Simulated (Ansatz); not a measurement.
A geometry of ZrS$_{2}$ away from equilibrium: step 2 of the relaxation of a relaxed ZrS2 cell displaced along its unstable phonon at q = (0, 0, ½) of its primitive reciprocal cell (217i cm⁻¹), largest move 0.15 Å. Computed with PBEsol (plane waves to 420 eV, PAW, scalar-relativistic; Ansatz, a first-principles code). Γ-centred k-mesh 9×9×6 on the run's cell (coarser than for final values), Fermi–Dirac smearing 0.05 eV.

```
ZrS2
1.0
    4.27479     0.00000     0.00000
   -2.13740     3.81240     0.00000
    0.00000     0.00000     6.16171
Zr S
2 4
Cartesian
  0.00000   0.00000   0.00000
  0.00000   0.00000   3.08085
  0.00000   2.22902   1.54043
  0.00000   2.89344   4.62128
  2.13740   0.91896   1.54043
  2.13740   1.58338   4.62128
```

### Question
Predict the force on each atom, in eV/Å.

### Answer
```json
[
 {"atom": "Zr1", "Fx": "0.00", "Fy": "0.00", "Fz": "0.00"},
 {"atom": "Zr2", "Fx": "0.00", "Fy": "0.00", "Fz": "0.00"},
 {"atom": "S3", "Fx": "0.00", "Fy": "0.20", "Fz": "0.00"},
 {"atom": "S4", "Fx": "0.00", "Fy": "0.46", "Fz": "0.00"},
 {"atom": "S5", "Fx": "0.00", "Fy": "-0.46", "Fz": "0.00"},
 {"atom": "S6", "Fx": "0.00", "Fy": "-0.20", "Fz": "0.00"}
]
```

### Question
What is the pressure?

### Answer
+0.3 GPa, compression positive.

### Question
How much energy per atom can still be gained by relaxing?

### Answer
0.57 eV/atom; the path ends in Cmmm (No. 65).

No spin polarisation in the result. Without a van der Waals term the distances between weakly bound units are poorly fixed.

The run could not lose the symmetry of its start: the end is stationary, and may be a saddle point rather than a minimum.

The end of the path is a generated cell of ZrS2: the first start was made by placing the elements on the sites of a structure type, and the end was not matched to a known phase here, so it may be hypothetical. Known forms of ZrS2 include space group No. 164.
